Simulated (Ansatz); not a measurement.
**Ag (Fm-3m), one atom moved along a line**

Computed with DFT PBEsol, scalar-relativistic, plane waves, PAW (Ansatz). The runs took a 420 eV cutoff, a Γ-centred 10×10×10 mesh and Gaussian smearing (0.15 eV). No spin polarisation. Energies are free energies at this smearing, counted from the undisturbed cell; pressure is positive in compression.

The starting cell (as given, not relaxed at this level; it stands at -2.6 GPa):

```
Ag
1.0
    -4.08620   -4.08620    0.00000
     0.00000   -4.08620    4.08620
    -4.08620    0.00000    4.08620
Ag
8
Direct
  0.50000 0.00000 0.00000
  0.00000 0.00000 0.00000
  0.50000 0.50000 0.00000
  0.00000 0.50000 0.00000
  0.50000 0.00000 0.50000
  0.00000 0.00000 0.50000
  0.50000 0.50000 0.50000
  0.00000 0.50000 0.50000
```

Atom 1 (Ag) is moved by x along the Cartesian unit vector (0.707, 0.707, 0.000); the cell and all other atoms stay fixed. The cell is metallic on the mesh throughout.

```json
{"x (Å)": "-0.1000", "ΔE (meV/cell)": "26.0"}
{"x (Å)": "-0.0600", "ΔE (meV/cell)": "9.3"}
{"x (Å)": "-0.0200", "ΔE (meV/cell)": "1.0"}
{"x (Å)": "0.0000", "ΔE (meV/cell)": "0.0"}
{"x (Å)": "0.0300", "ΔE (meV/cell)": "2.3"}
{"x (Å)": "0.0400", "ΔE (meV/cell)": "4.1"}
{"x (Å)": "0.0500", "ΔE (meV/cell)": "6.4"}
{"x (Å)": "0.0700", "ΔE (meV/cell)": "12.7"}
{"x (Å)": "0.0800", "ΔE (meV/cell)": "16.6"}
{"x (Å)": "0.0900", "ΔE (meV/cell)": "21.0"}
```

By symmetry 0.1000 repeats -0.1000, -0.0800 repeats 0.0800, 0.0600 repeats -0.0600, -0.0400 repeats 0.0400, 0.0200 repeats -0.0200 in energy, with the opposite slope along the path.